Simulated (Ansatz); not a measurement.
Zr$_{2}$N (anti-rutile, space group No. 136), plane-wave PAW r²SCAN (Ansatz code), all energies at zero smearing, with the estimated change up to a 700 eV cutoff added, with one set of potentials and settings (totals compare only within such a set). Cell of 6 atoms (4 Zr, 2 N): -17558.068 eV.

| element | reference phase | E (eV/atom) |
|---|---|---|
| Zr | P6_3/mmc, 2 atoms in the cell | -4195.0260 |
| N | Pa-3, 8 atoms in the cell | -384.8315 |

Formation energy per atom, worked out: (-17558.068 − 4×(-4195.0260) − 2×(-384.8315))/6 = -1.384 eV/atom (-133 kJ per mol of atoms), at 0 K, without zero-point energy or fitted corrections.

Space group P4_2/mnm (anti-rutile). The first step of the workflow began from a Materials Project structure, measured or hypothetical; the Crystallography Open Database copy checked does not list it. Its standing as an ambient phase is unchecked. The cell was relaxed with r²SCAN under the symmetry of its start; of distortions, only those at the zone centre were tested. The run is not spin-polarised. The references are the lowest solids computed at this level, not always the standard phases (solids in place of the gases).

Potentials: the later of the program's two PAW sets.
